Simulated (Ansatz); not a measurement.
## Zone-centre phonons of Ga2Pt at 2 GPa: input and output

All numbers below come from DFT LDA, scalar-relativistic, plane waves, PAW in Ansatz 0.2.0.

Launched with:
```bash
ansatz run input.yaml --threads 1 --pin off --max-ram 3072MiB --backend cpu --events-out ev --progress --plain --runs-dir out
```

Input (bare energies are in eV):
```yaml
crystal:
  lattice:
    - [0.0, 2.9222661592, 2.9222661592]
    - [2.9222661592, 0.0, 2.9222661592]
    - [2.9222661592, 2.9222661592, 0.0]
  atoms:
    - { symbol: Ga, position: [0.25, 0.25, 0.25] }
    - { symbol: Ga, position: [0.75, 0.75, 0.75] }
    - { symbol: Pt, position: [0.0, 0.0, 0.0] }
basis:
  ecutwfc: 420
kpoints:
  mp_grid: { grid: [12, 12, 12] }
hamiltonian:
  xc: lda
scf:
  occupations: { method: fermi_dirac, width: 0.15 }
output:
  eigenvalues: true
phonons:
  method: dfpt
  eigenvectors: true
```

The end of the output:
```
--- Phonons (Γ-DFPT): 2 representative perturbations + reference, on 163 of 1728 k-points (Σ response iterations 6) ---
  k mesh reduced under 8 symmetry operations, with k and −k counted as one. Each operation leaves every solved displacement unchanged or reverses it
  ASR residual: 2.168e-4 → 0.000e0 eV/Å²; symmetrization residual: 1.555e-6 eV/Å²
  ASR residual per site (eV/Å²): 1.41e-5 1.41e-5 2.17e-4
  Γ frequencies (cm⁻¹): 0.00 0.00 0.00 177.25 177.25 177.25 179.13 179.13 179.13
  non-analytic LO–TO correction: not included (Born effective charges unavailable; polar crystals: no LO–TO splitting at Γ)
```

The run took 56 s on 1 thread of Arm Neoverse V2 (shared host), peak memory 0.9 GiB.

In a metal, frequencies and elastic constants depend on the k mesh and the smearing, soft modes and shear constants most. Spin–orbit coupling is left out, which can shift energies with elements as heavy as these.